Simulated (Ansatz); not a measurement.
Geometry optimisation in Ansatz: input, command and trajectory.

```yaml
crystal:
  lattice:
    - [3.1965116335, 0.0, 0.0]
    - [0.0, 3.1965116335, 0.0]
    - [0.0, 0.0, 3.1965116335]
  atoms:
    - { symbol: H, position: [0.0, 0.5, 0.5] }
    - { symbol: H, position: [0.5, 0.0, 0.5] }
    - { symbol: H, position: [0.5, 0.5, 0.0] }
    - { symbol: Pt, position: [0.0, 0.0, 0.0] }
basis:
  ecutwfc: 420
kpoints:
  mp_grid: { grid: [6, 6, 6] }
hamiltonian:
  xc: pbe
scf:
  occupations: { method: gaussian, width: 0.1 }
  lower_state_search: "off"
output:
  forces: true
  stress: true
  eigenvalues: true
relax:
  adjacent_minimum: "off"
  f_tol: 0.04
  max_steps: 70
  cell: { stress_tol: 0.4 }
```

```bash
ansatz run input.yaml --threads 1 --pin off --max-ram 2560MiB --backend cpu --events-out ev --progress --plain --runs-dir out
```

Level of theory: DFT PBE, scalar-relativistic, plane waves, PAW in Ansatz.

Of 6 frames 6 are shown, positions in Å and forces in eV/Å; the SCF threshold varies from step to step. Steps run on the plane waves of an earlier cell, with a Pulay correction in the pressure. The basis is chosen afresh for the last frame, the zero of the energies, and at times for earlier ones too; energy and pressure step there, also at an unchanged geometry.

```xyz
4
Lattice="3.1965 0.0000 0.0000 0.0000 3.1965 0.0000 0.0000 0.0000 3.1965" Properties=species:S:1:pos:R:3:forces:R:3 pbc="T T T" step=1 free_energy_over_end_meV_per_atom=165.24 pressure_GPa=-25.51
H     0.0000    1.5983    1.5983    0.0000    0.0000    0.0000
H     1.5983    0.0000    1.5983    0.0000    0.0000    0.0000
H     1.5983    1.5983    0.0000    0.0000    0.0000    0.0000
Pt    0.0000    0.0000    0.0000    0.0000    0.0000    0.0000
4
Lattice="3.0407 0.0000 0.0000 0.0000 3.0407 0.0000 0.0000 0.0000 3.0407" Properties=species:S:1:pos:R:3:forces:R:3 pbc="T T T" step=2 free_energy_over_end_meV_per_atom=21.64 pressure_GPa=-12.43
H     0.0000    1.5203    1.5203    0.0000    0.0000    0.0000
H     1.5203    0.0000    1.5203    0.0000    0.0000    0.0000
H     1.5203    1.5203    0.0000    0.0000    0.0000    0.0000
Pt    0.0000    0.0000    0.0000    0.0000    0.0000    0.0000
4
Lattice="2.9178 0.0000 0.0000 0.0000 2.9178 0.0000 0.0000 0.0000 2.9178" Properties=species:S:1:pos:R:3:forces:R:3 pbc="T T T" step=3 free_energy_over_end_meV_per_atom=5.72 pressure_GPa=9.06
H     0.0000    1.4589    1.4589    0.0000    0.0000    0.0000
H     1.4589    0.0000    1.4589    0.0000    0.0000    0.0000
H     1.4589    1.4589    0.0000    0.0000    0.0000    0.0000
Pt    0.0000    0.0000    0.0000    0.0000    0.0000    0.0000
4
Lattice="2.9671 0.0000 0.0000 0.0000 2.9671 0.0000 0.0000 0.0000 2.9671" Properties=species:S:1:pos:R:3:forces:R:3 pbc="T T T" step=4 free_energy_over_end_meV_per_atom=-1.31 pressure_GPa=-1.15
H     0.0000    1.4836    1.4836    0.0000    0.0000    0.0000
H     1.4836    0.0000    1.4836    0.0000    0.0000    0.0000
H     1.4836    1.4836    0.0000    0.0000    0.0000    0.0000
Pt    0.0000    0.0000    0.0000    0.0000    0.0000    0.0000
4
Lattice="2.9610 0.0000 0.0000 0.0000 2.9610 0.0000 0.0000 0.0000 2.9610" Properties=species:S:1:pos:R:3:forces:R:3 pbc="T T T" step=5 free_energy_over_end_meV_per_atom=-1.51 pressure_GPa=-0.01
H     0.0000    1.4805    1.4805    0.0000    0.0000    0.0000
H     1.4805    0.0000    1.4805    0.0000    0.0000    0.0000
H     1.4805    1.4805    0.0000    0.0000    0.0000    0.0000
Pt    0.0000    0.0000    0.0000    0.0000    0.0000    0.0000
4
Lattice="2.9610 0.0000 0.0000 0.0000 2.9610 0.0000 0.0000 0.0000 2.9610" Properties=species:S:1:pos:R:3:forces:R:3 pbc="T T T" step=6 free_energy_over_end_meV_per_atom=0.00 pressure_GPa=-0.07
H     0.0000    1.4805    1.4805    0.0000    0.0000    0.0000
H     1.4805    0.0000    1.4805    0.0000    0.0000    0.0000
H     1.4805    1.4805    0.0000    0.0000    0.0000    0.0000
Pt    0.0000    0.0000    0.0000    0.0000    0.0000    0.0000
```

The start puts this composition into another compound's structure type, which needn't suit it. At the end the space group is Pm-3m (tolerance 0.05 Å).

The run took 2.7 s on 1 thread of Intel(R) Xeon(R) 6975P-C (Granite Rapids) (shared host), peak memory 0.32 GiB.

The k mesh is coarse. Spin–orbit coupling is left out, which can shift energies with elements as heavy as these.